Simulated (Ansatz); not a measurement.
Relaxed-ion elastic tensor of HfS$_{2}$ (CdI2 type, space group No. 164) in GPa (Voigt order), the program Ansatz at the LDA level (PAW); density 6.47 g/cm³, 20.74 Å³ per atom.

```
 151  27.5   7.4  -2.8   0.0   0.0
27.5   151   7.4   2.8   0.0   0.0
 7.4   7.4  44.9   0.0   0.0   0.0
-2.8   2.8   0.0  12.6   0.0   0.0
 0.0   0.0   0.0   0.0  12.6  -2.8
 0.0   0.0   0.0   0.0  -2.8  62.0
```

Q: Is the crystal mechanically stable?

A: Yes: the smallest eigenvalue of C is 12.5 GPa.

Q: Work out the Voigt, Reuss and Hill averages.

A: K_V = 48.1, K_R = 33.1, K_H = 40.6; G_V = 37.8, G_R = 21.8, G_H = 29.8 GPa.

Q: Give Young's modulus, Poisson's ratio, Pugh's ratio and the universal anisotropy index.

A: E = 9KG/(3K + G) = 71.9 GPa; ν = 0.20; K/G = 1.36 (brittle by the Pugh limit of 1.75); A_U = 5G_V/G_R + K_V/K_R − 6 = 4.11.

Q: Estimate the sound speeds and the Debye temperature.

A: v_l = √((K + 4G/3)/ρ) = 3520 m/s, v_t = √(G/ρ) = 2150 m/s, mean 2370 m/s; Θ = (h/k)(3n/4πV)^(1/3) v_m = 257 K.

Q: Solve the Christoffel equation for the three sound speeds along x, y, z.

A: Eigenvalues of C_ijkl n_j n_l equal ρv². In km/s, slowest first: x 1.39, 3.10, 4.84; y 1.39, 3.09, 4.84; z 1.40, 1.40, 2.63.

Q: How much does each axis shrink under pressure?

A: Linear compressibilities β_i = Σ_j S_ij (j = 1 to 3): x 4.7, y 4.7, z 21 per TPa.

Space group P-3m1 (CdI2 type). The LDA relaxation kept the symmetry of its start; phonons on a q-mesh show no instability. No spin polarisation was allowed. A crystal of weakly bound layers computed without a dispersion correction: the cell and the soft elastic constants depend strongly on that. Spin–orbit coupling is left out wherever it is not named.

Potentials: the later of the program's two PAW sets.
